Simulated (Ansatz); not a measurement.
Input and command of a plane-wave DFT calculation in Ansatz:

```yaml
crystal:
  lattice:
    - [2.9097734236, 0.0, 0.0]
    - [0.0, 5.8195468472, 0.0]
    - [0.0, 0.0, 9.9644954772]
  atoms:
    - { symbol: "Y", position: [0.5, 0.25, 0.25] }
    - { symbol: "Y", position: [0.5, 0.25, 0.75] }
    - { symbol: "Y", position: [0.5, 0.75, 0.25] }
    - { symbol: "Y", position: [0.5, 0.75, 0.75] }
    - { symbol: W, position: [1.0, 0.5, 0.0] }
    - { symbol: W, position: [1.0, 0.5, 0.5] }
    - { symbol: W, position: [0.0, 0.0, 0.0] }
    - { symbol: W, position: [0.0, 0.0, 0.5] }
basis:
  ecutwfc: 420
kpoints:
  mp_grid: { grid: [8, 4, 4] }
hamiltonian:
  xc: pbe
scf:
  occupations: { method: gaussian, width: 0.1 }
output:
  forces: true
  stress: true
  eigenvalues: true
```

```bash
ansatz run input.yaml --threads 1 --pin off --max-ram 2560MiB --backend cpu --events-out ev --progress --plain --runs-dir out
```

Processor: Intel(R) Xeon(R) 6975P-C (Granite Rapids), 1 thread, on a host shared with other jobs.

Problem. How long does it run, and how much memory does it take?

Solution. About 14 s on 1 thread of Intel(R) Xeon(R) 6975P-C (Granite Rapids), with other jobs on the host, peak memory 0.64 GiB. It solves 60 bands at 45 k points (the mesh reduced by the symmetry that the task leaves, which can be less than the crystal's) with about 3295 plane waves, in 6 SCF iterations.
